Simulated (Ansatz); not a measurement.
Space group Pmmm (No. 47). a = 3.666 Å, b = 3.857 Å, c = 6.457 Å, α = 90.00°, β = 90.00°, γ = 90.00°
| atom | site | symmetry | x | y | z |
| --- | --- | --- | --- | --- | --- |
| Ta | 1d | mmm | 0.5000 | 0.0000 | 0.5000 |
| Ta | 1a | mmm | 0.0000 | 0.0000 | 0.0000 |
| O | 2q | mm2 | 0.0000 | 0.0000 | 0.3203 |
| O | 1h | mmm | 0.5000 | 0.5000 | 0.5000 |
| O | 1b | mmm | 0.5000 | 0.0000 | 0.0000 |
| O | 1e | mmm | 0.0000 | 0.5000 | 0.0000 |

Equation of state of this Ta2O5 structure (not necessarily the ground state), with shape and atoms relaxed at each volume where symmetry leaves them free. The calculation used Ansatz, DFT r2SCAN, scalar-relativistic, plane waves, PAW.

Plane waves to 500 eV, a k mesh through Γ of 8×8×4 on the computed 7-atom cell and Gaussian smearing (0.02 eV); no spin polarisation.

| V (Å³/atom) | E − E(largest V) (meV/atom) | P (GPa) | gap on mesh (eV) |
| --- | --- | --- | --- |
| 12.260 | 7.05 | 15.22 | 0.71 |
| 12.652 | -19.78 | 6.97 | 0.67 |
| 13.043 | -28.04 | -0.01 | 0.64 |
| 13.434 | -20.63 | -5.90 | 0.62 |
| 13.825 | 0.00 | -10.86 | 0.62 |

**Question.** Fit a third-order Birch–Murnaghan equation to E(V).

**Answer.** V0 = 13.04 Å³/atom, B0 = 213 GPa, B0' = 4.6.

Spin-orbit coupling is left out, which matters for the bands of heavy elements.

Cost: 5 runs of about 10 core-minutes in all, on Intel Xeon Platinum 8259CL (Skylake/Cascade Lake) (shared hosts).